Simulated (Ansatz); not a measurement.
Ansatz input

```yaml
crystal:
  lattice:
    - [2.4083883074, 0.0, 0.0]
    - [-1.2041941537, 2.0857254563, 0.0]
    - [0.0, 0.0, 3.8015213018]
  atoms:
    - { symbol: Fe, position: [0.3333333333, 0.6666666667, 0.25], spin: 2.5, spin_axis: [0, 0, 1] }
    - { symbol: Fe, position: [0.6666666667, 0.3333333333, 0.75], spin: 2.5, spin_axis: [0, 0, 1] }
hamiltonian:
  xc: lda
  pseudopotentials:
    kind: paw_fr
    azcp:
      Fe: "pseudopotentials/Fe.paw.azcp"
basis:
  ecutwfc: 420
  fft_grid_basis: typed
kpoints:
  mp_grid: { grid: [15, 15, 8], shift: [0, 0, 0] }
magnetization:
  noncollinear: true
  spin_orbit: true
scf:
  occupations: { method: fermi_dirac, width: 0.05 }
```

Output

```
Warning: the record states the generating functional pbe (its physics header spells it `PBE`), which answers neither for hamiltonian.xc's functional nor for the lda family's — results may be inconsistent (PPs are generated against a specific XC)
Engine: ansatz 0.2.0, x86_64-unknown-linux-gnu
Pseudopotentials: kind: paw_fr
Pseudopotential: Fe, paw_fr, valence charge 16, recommended cutoff 420 eV (normal) 
Functional definition: SPW92
  exchange = slater_x
  correlation = pw_c
Crystal: 2 atoms, lattice volume = 19.096 Å³
Basis set: ecut = 420 eV, 379 PW (Γ)
Bands: 40, of which v1, the nominal top of the filled ones, is band 32 counted from 1 (31 counted from 0)
Symmetry: 12 space group operations + 12 with time reversal
Magnetic group: BNS 194.270 (UNI 1500), of the structure as read, at distance tolerance 2.7e-5 Å
k-points: 135 of 1800 (time reversal used)
Projection manifold: j_resolved (fully-relativistic pseudo-atomic orbitals)
Non-local potential: Fe, projectors of the file, l = 0: 3, l = 1: 4, l = 2: 6, l = 3: 2
PAW form: soft (Blöchl's): semilocal exchange-correlation on the pseudo side does not see the compensation charge
PAW frozen core: Fe, regenerated for the run's functional, and the local potential with it (the file was generated under x = pbe(κ = 0.804, μ = 0.2195149727645171), c = pbe(β = 0.06672455060314922))
PAW one-centre angular grid: Fe, 590 points (default); XC on 64 Gauss nodes
Initial density: superposition of atomic densities (chi_scale 0.1, normalization cell)
Starting moments: Σ|m| = 5 μB on 2 of 2 sites
Initial wavefunctions: pseudopotential atomic-orbital guess
Functional: x = slater, c = lda
SCF iter   1: F=—  HF=-8839.998203 eV  |F-HF|=—  |Δ(HF+E_count)|=         —  Δρ=2.58e-1  dr2=1.94e0  dr2_m=2.91e0  ethr=3.10e-3  |M|=2.63e0 ∫|m|=2.66e0 μB  |m|>n=0.0e0 m-floor=0.0e0 τ_xc=2.8e-33  β_m=0.30  ⟨swp⟩=8.0  Hψ=26759  notcnv=0  defer=12
SCF iter   2: F=—  HF=-8839.916283 eV  |F-HF|=—  |Δ(HF+E_count)|=   8.19e-2  Δρ=2.09e-1  dr2=4.24e-1  dr2_m=1.91e0  ethr=3.10e-3  |M|=2.39e0 ∫|m|=2.44e0 μB  |m|>n=0.0e0 m-floor=0.0e0 τ_xc=9.4e-21  β_m=0.30  ⟨swp⟩=3.0  Hψ=9285  notcnv=0  defer=143
SCF iter   3: F=—  HF=-8839.955528 eV  |F-HF|=—  |Δ(HF+E_count)|=   3.92e-2  Δρ=1.77e-1  dr2=1.15e-2  dr2_m=1.38e0  ethr=1.32e-3  |M|=2.15e0 ∫|m|=2.21e0 μB  |m|>n=0.0e0 m-floor=0.0e0 τ_xc=1.3e-20  β_m=0.30  ⟨swp⟩=2.0  Hψ=8165  notcnv=0  defer=143
SCF iter   4: F=—  HF=-8840.074202 eV  |F-HF|=—  |Δ(HF+E_count)|=   1.19e-1  Δρ=1.65e-1  dr2=3.77e-4  dr2_m=1.20e0  ethr=3.59e-5  |M|=1.85e0 ∫|m|=1.92e0 μB  |m|>n=0.0e0 m-floor=0.0e0 τ_xc=1.3e-20  β_m=0.30  ⟨swp⟩=2.9  Hψ=12065  notcnv=0  defer=141
SCF iter   5: F=—  HF=-8840.189914 eV  |F-HF|=—  |Δ(HF+E_count)|=   1.16e-1  Δρ=1.49e-1  dr2=1.97e-4  dr2_m=9.69e-1  ethr=1.18e-6  |M|=1.61e0 ∫|m|=1.69e0 μB  |m|>n=0.0e0 m-floor=0.0e0 τ_xc=1.2e-20  β_m=0.30  ⟨swp⟩=2.9  Hψ=11286  notcnv=0  defer=140
SCF iter   6: F=—  HF=-8840.279237 eV  |F-HF|=—  |Δ(HF+E_count)|=   8.93e-2  Δρ=1.33e-1  dr2=3.51e-4  dr2_m=7.71e-1  ethr=6.16e-7  |M|=1.42e0 ∫|m|=1.49e0 μB  |m|>n=0.0e0 m-floor=0.0e0 τ_xc=1.0e-20  β_m=0.30  ⟨swp⟩=3.0  Hψ=11611  notcnv=0  defer=140
SCF iter   7: F=—  HF=-8840.346616 eV  |F-HF|=—  |Δ(HF+E_count)|=   6.74e-2  Δρ=1.18e-1  dr2=5.88e-4  dr2_m=6.10e-1  ethr=6.16e-7  |M|=1.25e0 ∫|m|=1.32e0 μB  |m|>n=0.0e0 m-floor=0.0e0 τ_xc=8.3e-21  β_m=0.30  ⟨swp⟩=2.4  Hψ=11811  notcnv=0  defer=113
...
SCF iter  15: F=—  HF=-8840.593012 eV  |F-HF|=—  |Δ(HF+E_count)|=   3.61e-4  Δρ=6.41e-4  dr2=2.10e-5  dr2_m=7.70e-6  ethr=2.78e-8  |M|=1.80e-3 ∫|m|=1.81e-3 μB  |m|>n=0.0e0 m-floor=0.0e0 τ_xc=4.1e-24  β_m=0.67  ⟨swp⟩=2.9  Hψ=10395  notcnv=0  defer=4
SCF iter  16: F=—  HF=-8840.593009 eV  |F-HF|=—  |Δ(HF+E_count)|=   2.75e-6  Δρ=9.71e-5  dr2=2.28e-7  dr2_m=4.13e-7  ethr=2.78e-8  |M|=9.49e-5 ∫|m|=3.82e-4 μB  |m|>n=0.0e0 m-floor=0.0e0 τ_xc=3.8e-25  β_m=0.83  ⟨swp⟩=2.4  Hψ=9730  notcnv=0  defer=4
SCF iter  17: F=—  HF=-8840.593010 eV  |F-HF|=—  |Δ(HF+E_count)|=   2.44e-7  Δρ=2.12e-5  dr2=2.16e-8  dr2_m=1.96e-8  ethr=3.13e-10  |M|=6.19e-5 ∫|m|=7.38e-5 μB  |m|>n=0.0e0 m-floor=0.0e0 τ_xc=2.4e-26  β_m=0.88  ⟨swp⟩=3.3  Hψ=14767  notcnv=0
SCF iter  18: F=—  HF=-8840.593010 eV  |F-HF|=—  |Δ(HF+E_count)|=   8.80e-9  Δρ=5.81e-6  dr2=1.19e-10  dr2_m=1.48e-9  ethr=6.75e-11  |M|=4.79e-5 ∫|m|=4.84e-5 μB  |m|>n=0.0e0 m-floor=0.0e0 τ_xc=1.1e-27  β_m=0.93  ⟨swp⟩=3.0  Hψ=13112  notcnv=0
SCF iter  19: F=-8840.593010 eV  HF=-8840.593010 eV  |F-HF|=1.82e-12  |Δ(HF+E_count)|=  5.55e-10  Δρ=5.80e-7  dr2=4.19e-12  dr2_m=1.48e-11  ethr=1.00e-12  |M|=3.45e-6 ∫|m|=4.35e-6 μB  |m|>n=0.0e0 m-floor=0.0e0 τ_xc=8.4e-31  ⟨swp⟩=3.1  Hψ=14351  notcnv=0
WARN: the starting moments were not kept: the SCF closed with an absolute magnetisation of 4.3e-6 μB, where they sum to 5 μB in size (2 sites). That is at most 0.1 of that sum. Measured as dr2_m measures the in/out step, that magnetisation stands 1.7e-11 eV from none, at or under the dr2_threshold of 1.0e-7 eV: it is no larger than a step whose dr2_m would equal this threshold. The system may hold no moment; this SCF shows only that its start led to no more than that. To try another start: raise the starting moments (crystal.atoms[].spin, magnetization.per_species, magnetization.initial_magnetization, or on a non-collinear deck that types none of these the spinor_matrix: blocks that start its atoms; where the total moment is fixed, keep their sum and leave initial_magnetization as it is; typed ones take the place of any that the run laid by itself, positive ones on a crystal's lanthanoids without a Hubbard term where scf.initial_density.shell_occupations: [] is typed) or, if the notice of its spin-set hold's release reads "site moments contracting" or "site moments show no strong build", lengthen the hold (scf.mixing.spin_hold: { on: { confirm: 4 } }; for m-r²SCAN on two components see the key's manual first). Each may lead to a state that holds a moment. A second SCF, from the converged charge density, with the starting moments and any scf.initial_density.shell_occupations laid on it anew, would have followed, and was not run: the deck does not ask for one (magnetization.retry_lost_moments is false, the default). To let it run, set magnetization.retry_lost_moments: true and run the deck again, where that key's refused combinations let it; where memory then withholds it, that run's warning says so.
SCF 1 converged in 19 iterations: F = -8840.593010 eV  dr2 = 4.19e-12
SCF converged after 19 iterations
Magnetization: |M| = 0.0000 μB,  M = (+0.0000, +0.0000, -0.0000) μB
Absolute magnetization: 0.0000 μB (∫|m|, with the PAW one-centre terms)
  site 0: m = (-0.0000, +0.0000, -0.0000) μB, |m| = 0.0000 μB  (R = 0.97 Å)
  site 1: m = (+0.0000, -0.0000, -0.0000) μB, |m| = 0.0000 μB  (R = 0.97 Å)
Free energy (F): -8840.593010 eV
Harris-Foulkes:  -8840.593010 eV  (|F-HF|=1.82e-12)
Internal energy: -8840.575189 eV  (E = F + TS)
E sigma→0 (E₀):  -8840.584099 eV
Entropy (-TS):   -0.017820 eV (-8.910 meV/atom)
Fermi energy:    22.380816 eV
--- Per-component energies (eV) ---
  E_band       = -308.989576
  E_kinetic    = 716.488643
  E_local      = -3696.671072  (includes V_loc(G=0)·N_el)
  E_nonlocal   = 433.747132
  E_hartree    = 1568.542988
  E_xc         = -239.595768
  E_vxc        = -310.167825  (∫ρ·V_xc dr)
  E_paw        = -2606.216131  (= ΣΔE_a)
  E_vpaw       = -589.474577  (= ΣTr[D̂ρ^β])
  E_aug_tail   = 0.001986  (compensation charges beyond the density's cutoff)
  E_ewald      = -5017.679636
  E_core_change = 0.806667  (= ΣΔE_core)
  E_smearing   = -0.017820  (= −TS)
  E_closure    = 0.000000  (closes the sum)
  Σ components = -8840.593010   (vs F -8840.593010, Δ=0.00e0)
```
